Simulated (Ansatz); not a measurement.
# CaAu$_{2}$: pressure against volume

A database entry relaxed whole under r2SCAN (Imma):

```
Ca Au
1.0
    -2.26442    3.53565    4.18901
     2.26442   -3.53565    4.18901
     2.26442    3.53565   -4.18901
Ca Au
2 4
Direct
  0.79333 0.54333 0.25000
  0.20667 0.45667 0.75000
  0.19783 0.15851 0.03931
  0.61920 0.15851 0.46069
  0.80217 0.84149 0.96069
  0.38080 0.84149 0.53931
```

The cell was scaled uniformly, its shape held, and the atoms relaxed at each volume with plane-wave PAW DFT (Ansatz 0.2.0; r2SCAN, 500 eV, 8×8×8 Γ-centred mesh, fermi-dirac occupations of width 0.100 eV; no spin, no spin-orbit coupling). One row is withheld.

```
volume (Å³/atom)  energy over the lowest (meV/atom)  pressure (GPa)
          21.017                               22.6            5.78
          21.464                                9.6            3.60
          21.911                                  ?               ?
          22.359                                0.0           -0.03
          22.806                                2.2           -1.53
          23.253                                8.3           -2.86
          23.700                               18.0           -4.03
```

Q: Fit the pressures of the other rows to the third-order Birch-Murnaghan form.

A: With f = [(V₀/V)^(2/3) − 1]/2 and P = 3B₀f(1 + 2f)^(5/2)[1 + 3(B₀′ − 4)f/2], least squares gives V₀ = 22.35 Å³ an atom, B₀ = 80.1 GPa and B₀′ = 5.2; the rows miss the fit by less than 0.01 GPa. The slope of the energies differs from these pressures by less than 0.05 GPa.

Q: What does the withheld row hold?

A: The fit gives 1.68 GPa at 21.911 Å³; the run gave 1.68 GPa and 2.3 meV an atom.

Caveats: the shape of the cell was held, so B₀ is an upper bound where the axes differ in stiffness; 0 K, fixed nuclei; the symmetry was kept, and this need not be the phase that is stable at 0 K; one mesh for all volumes; the relaxed cell lies far from the entry, by an error of the functional or of the entry; pressure is positive in compression.
